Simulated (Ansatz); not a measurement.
GaGeO3:
```cif
data_GaGeO3
_chemical_formula_sum 'Ga1 Ge1 O3'
_space_group_name_H-M_alt 'P4mm'
_space_group_IT_number 99
_space_group_name_Hall 'P 4 -2'
_cell_length_a 3.45209
_cell_length_b 3.45209
_cell_length_c 4.68958
_cell_angle_alpha 90.000
_cell_angle_beta 90.000
_cell_angle_gamma 90.000
loop_
_atom_site_label
_atom_site_type_symbol
_atom_site_symmetry_multiplicity
_atom_site_Wyckoff_symbol
_atom_site_fract_x
_atom_site_fract_y
_atom_site_fract_z
_atom_site_occupancy
Ga1 Ga 1 b 0.50000 0.50000 0.61420 1
Ge1 Ge 1 a 0.00000 0.00000 0.20944 1
O1 O 2 c 0.00000 0.50000 0.43596 1
O2 O 1 b 0.50000 0.50000 0.99465 1
```

This is the LDA-relaxed structure.

Problem. All from plane-wave PAW LDA (Ansatz code), unless another level is named. Estimate the electronic character.

Solution. metallic (no gap).

Problem. Give the density of states at the Fermi level.

Solution. 0.30 states/eV per atom (mean over ±0.08 eV).

Problem. What about the formation energy from the elements (no fitted shifts)?

Solution. -1.35 eV/atom.

The start of the workflow was typed in or built on a structure type; neither database checked (COD, Materials Project) lists it. Whether it is the stable phase at ambient conditions was not checked. The cell was relaxed with LDA under the symmetry of its start. At this level the phase is dynamically unstable (imaginary phonons). A crystal of weakly bound units computed without a dispersion correction: the cell and the soft elastic constants depend strongly on that. With an odd number of electrons in the cell and no spin polarisation, the count alone makes it a metal. The references are the lowest solids computed at this level, not always the standard phases (solids in place of the gases). Scalar-relativistic: spin–orbit coupling is off unless named, which matters more the heavier the elements.

Potentials: the later of the program's two PAW sets.
